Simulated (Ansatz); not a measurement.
Put H₇Rh₂ in P6/mmm (No. 191): H on 4h, 2e and 1a; Rh on 2d.

Theory: DFT PBE, scalar-relativistic, plane waves, PAW in Ansatz 0.2.0. Cutoff 420 eV, Γ-centred mesh, Gaussian smearing, collinear spin.

Formation energies are uncorrected and refer to the elements' standard structures at the same level (H₂ as a molecule).

Task: Predict the relaxed structure.

Result:

Space group P6/mmm (No. 191). a = 4.238 Å, b = 4.238 Å, c = 4.457 Å, α = 90.00°, β = 90.00°, γ = 120.00°
```tsv
atom	site	symmetry	x	y	z
H	4h	3m.	0.3333	0.6667	0.0984
H	2e	6mm	0.0000	0.0000	0.7871
H	1a	6/mmm	0.0000	0.0000	0.0000
Rh	2d	-6m2	0.3333	0.6667	0.5000
```

H on a site of symmetry 3m has 1 H at 0.88 Å and 1 Rh at 1.79 Å; H on a site of symmetry 6mm is surrounded by 1 H at 0.95 Å; H on a site of symmetry 6/mmm is surrounded by 2 H at 0.95 Å; around Rh lie 2 H at 1.79 Å and 3 Rh at 2.45 Å. Another local minimum with the same sites may exist.

Task: Where does its energy lie, and is it a metal?

Result: The formation energy is +0.53 eV/atom, the gap on the 12×12×8 mesh of the 9-atom cell is 0 eV (a metal) and the net moment per atom is 0.11 μB. The moment by site is Rh 0.3 (×2) μB. It can't be a ground state, since the elements alone are lower.

The last run used collinear spin and Gaussian smearing of 0.10 eV. With hydrogen, zero-point motion can shift formation energies by some tens of meV/atom. The magnetic state reached may not be the lowest. Symmetry constrained the relaxation, so the result can be a saddle point. Site moments count only spheres around the atoms; the net moment includes the space between them.
